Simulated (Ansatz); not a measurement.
# Electric field gradients in Al3Ni5

All numbers below come from Ansatz, DFT PBEsol, scalar-relativistic, plane waves, PAW. Cutoff 420 eV, 8×8×10 k-points (Γ-centred), Fermi-Dirac smearing of 0.15 eV. No spin polarisation.

Equilibrium structure at this level:
```yaml
crystal:
  lattice:
    - [3.26953, -3.71019, 0.00000]
    - [3.26953, 3.71019, 0.00000]
    - [0.00000, 0.00000, 3.73447]
  atoms:
    - { symbol: Al, position: [0.50000, 0.50000, 0.00000] }
    - { symbol: Al, position: [0.77914, 0.22086, 0.50000] }
    - { symbol: Al, position: [0.22086, 0.77914, 0.50000] }
    - { symbol: Ni, position: [0.00000, 0.00000, 0.00000] }
    - { symbol: Ni, position: [0.00000, 0.50000, 0.00000] }
    - { symbol: Ni, position: [0.50000, 0.00000, 0.00000] }
    - { symbol: Ni, position: [0.27634, 0.27634, 0.50000] }
    - { symbol: Ni, position: [0.72366, 0.72366, 0.50000] }
```

In a metal these results depend on the k mesh and the smearing. Spin polarisation was left out, and a magnetic state may lie lower.

Problem. Give V_zz (10²¹ V/m²) and the asymmetry η at each distinct site.

Solution.
```tsv
atom	V_zz	η
Al (atom 1)	1.77	0.08
Al (atom 2)	-0.271	0.89
Ni (atom 4)	2.65	0.57
Ni (atom 5)	-3.45	0.31
Ni (atom 7)	-2.06	0.07
```

Whether Al3Ni5 exists in this form wasn't checked.

Cost: 1 run of about 0.34 core-minutes, on Oxide Virtual Turin-like Processor (Zen 5) (shared hosts).